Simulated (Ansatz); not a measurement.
Relaxed-ion elastic tensor of Ti2AlN in space group P6_3/mmc (No. 194; Ti on 4f, Al on 2d, N on 2a) in GPa (Voigt order), PBEsol (plane waves, PAW; program Ansatz); density 4.41 g/cm³, 12.87 Å³ per atom.

|  | 1 | 2 | 3 | 4 | 5 | 6 |
|---|---|---|---|---|---|---|
| 1 | 328 | 74.7 | 93.3 | 0.0 | 0.0 | 0.0 |
| 2 | 74.7 | 328 | 93.3 | 0.0 | 0.0 | 0.0 |
| 3 | 93.3 | 93.3 | 306 | 0.0 | 0.0 | 0.0 |
| 4 | 0.0 | 0.0 | 0.0 | 136 | 0.0 | 0.0 |
| 5 | 0.0 | 0.0 | 0.0 | 0.0 | 136 | 0.0 |
| 6 | 0.0 | 0.0 | 0.0 | 0.0 | 0.0 | 127 |

Question: Is the crystal mechanically stable?

Answer: Yes: the smallest eigenvalue of C is 127 GPa.

Question: Work out the Voigt, Reuss and Hill averages.

Answer: K_V = 165, K_R = 165, K_H = 165; G_V = 126, G_R = 125, G_H = 126 GPa.

Question: Give Young's modulus, Poisson's ratio, Pugh's ratio and the universal anisotropy index.

Answer: E = 9KG/(3K + G) = 301 GPa; ν = 0.20; K/G = 1.31 (brittle by the Pugh limit of 1.75); A_U = 5G_V/G_R + K_V/K_R − 6 = 0.04.

Question: Estimate the sound speeds and the Debye temperature.

Answer: v_l = √((K + 4G/3)/ρ) = 8690 m/s, v_t = √(G/ρ) = 5340 m/s, mean 5890 m/s; Θ = (h/k)(3n/4πV)^(1/3) v_m = 749 K.

Question: Solve the Christoffel equation for the three sound speeds along x, y, z.

Answer: Eigenvalues of C_ijkl n_j n_l equal ρv². In km/s, slowest first: x 5.36, 5.55, 8.62; y 5.36, 5.55, 8.62; z 5.55, 5.55, 8.33.

Question: How much does each axis shrink under pressure?

Answer: Linear compressibilities β_i = Σ_j S_ij (j = 1 to 3): x 2.0, y 2.0, z 2.0 per TPa.

The workflow started from a Materials Project entry (that database holds measured and hypothetical structures alike); the Crystallography Open Database copy checked does not list it. Whether it is the stable phase at ambient conditions was not checked. The cell was relaxed with PBEsol under the symmetry of its start; whether a distortion lowers the energy is not shown. The run is not spin-polarised. As this level gives no gap, shear constants depend on the k-mesh and smearing (Fermi–Dirac, 0.1 eV here).

Potentials: the earlier of the program's two PAW sets. The files were generated under PBE; for other functionals the program regenerates the frozen cores, and for LDA and PBEsol the local potential too.
